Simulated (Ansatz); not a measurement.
Theory: DFT PBE, scalar-relativistic, plane waves, PAW (Ansatz 0.2.0). Settings: cutoff 420 eV, Γ-centred meshes spaced at most about 0.3 Å⁻¹, and about 0.25 Å⁻¹ or finer for metals (2π included), Gaussian smearing. Collinear spin in cells that started with moments and kept them past the coarse steps, no spin elsewhere.

Temperature and zero-point effects are left out.

Compare these two cells of ZrGa2S2, each relaxed at this level.

A. (site moments Zr 0.3 μB)

```
CELL_PARAMETERS angstrom
-2.49031 2.49031 3.86748
2.49031 -2.49031 3.86748
2.49031 2.49031 -3.86748
ATOMIC_POSITIONS crystal
Zr 0.00000 0.00000 0.00000
Ga 0.65292 0.65292 0.00000
Ga 0.34708 0.34708 0.00000
S 0.25000 0.75000 0.50000
S 0.75000 0.25000 0.50000
```

B. (no spin)

```
CELL_PARAMETERS angstrom
4.67954 0.00000 0.00000
-2.33977 4.05260 0.00000
0.00000 0.00000 5.28036
ATOMIC_POSITIONS crystal
Zr 0.66667 0.33333 0.00000
Ga 0.00000 0.00000 0.72995
Ga 0.00000 0.00000 0.27005
S 0.66667 0.33333 0.50000
S 0.33333 0.66667 0.00000
```

Question: Which is lower in energy, and by how much?

Answer: B is lower, by 273 meV/atom. A has space group I4/mmm (No. 139), 19.2 Å³/atom and no gap on its mesh; B has space group P-6m2 (No. 187), 20.0 Å³/atom and no gap. Counting S atoms around Ga and Zr (those within 1.25 times the shortest such distance or 1.15 times the sum of covalent radii; the shortest distance is added where it is long for a bond), A has Zr 8, Ga 4 and B has Zr 5, Ga 6 from 3.0 Å. Their magnetic states differ too. The lower one is the more open, so pressure narrows the difference. Both come from invented guesses. A third cell relaxed alike, in P4mm, lies 70 meV/atom below the lower of the two.

Another magnetic order may lie lower. Cells relaxed within their symmetry can be saddle points.
